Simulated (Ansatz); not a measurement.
# Is this structure of Cu3Pt stable?

Atoms and cell were relaxed at zero pressure (6.8 % in volume from the start). The relaxed cell:

```xyz
8
Lattice="5.2050 0.0000 0.0000 0.0000 4.2797 0.0000 0.0000 0.0000 4.5000" Properties=species:S:1:pos:R:3 pbc="T T T"
Cu    1.3139    0.0000    3.7556
Cu    3.8911    0.0000    3.7556
Cu    3.9164    2.1399    0.7445
Cu    1.2886    2.1399    0.7445
Pt    0.0000    0.0000    1.4967
Pt    2.6025    2.1399    3.0034
Cu    0.0000    2.1399    3.0368
Cu    2.6025    0.0000    1.4633
```

Space group Pmmn (No. 59); conventional cell a = 4.280 Å, b = 5.205 Å, c = 4.500 Å, α = 90.00°, β = 90.00°, γ = 90.00°.

Method: r2SCAN in Ansatz 0.2.0, PAW datasets, plane waves to 500 eV, 4×5×5 Γ-centred mesh, gaussian occupations of width 0.098 eV. Spin: none; no U, no spin-orbit coupling.

Task: Where does it lie against the elements?

Result: -0.136 eV an atom at 0 K against the elements' lowest computed crystals and the free molecules of gases, with no empirical correction.

Task: Does it lie on the convex hull?

Result: Among the phases that we computed and relaxed alike, the lowest mixture with other formulas is 50 % Cu + 50 % CuPt (shares of atoms). The cell lies 44 meV an atom below it, so this formula doesn't split. Another structure of the same formula lies 22 meV an atom lower, so this cell is a metastable form.

The start was: a known structure type with other elements put in, at an estimated volume. An invented cell need not be a known compound.

Caveats: differences under 20 meV an atom lie within the error of meshes and cutoff; no moments were allowed, so a magnetic state may lie lower; the relaxation keeps the start's symmetry, so a distorted cell may lie lower; the k mesh is coarse if the cell is a metal; no spin-orbit coupling, which can move compounds of heavy elements by tens of meV.
